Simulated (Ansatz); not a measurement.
**NaY: zone-centre modes under pressure**

NaY, Pm-3m, a = 3.966 Å. The structure is a made-up candidate, not known to be the stable one. Ansatz: PBEsol, PAW, 420 eV, Γ-centred 10×10×10 mesh on 2 atoms, Fermi-Dirac smearing 0.15 eV; no spin polarisation. Cell and atoms are relaxed at each pressure with the symmetry kept; optical modes at Γ by linear response, in cm⁻¹, the highest.

| P (GPa) | V (Å³/atom) | ω1 |
| --- | --- | --- |
| 0 | 31.184 | 182.6 |
| 2 | 29.043 | 196.0 |
| 6 | 26.133 | ? |

**Question.** Get the mode's Grüneisen parameter γ = −d ln ω/d ln V from the other rows and predict the missing frequency.

**Answer.** ln(V/V0) = 0.0000, -0.0711, -0.1767; a line through ln(ω/ω0) of the 2 known rows gives ω1: γ = 0.996, predicted 217.7, computed 215.8. The miss is 0.9 %, or 6 % of the shift under pressure, so a constant γ serves at that level. In a metal these frequencies hang on the mesh and smearing.

The mesh isn't the same in all rows (10×10×10, 12×12×12).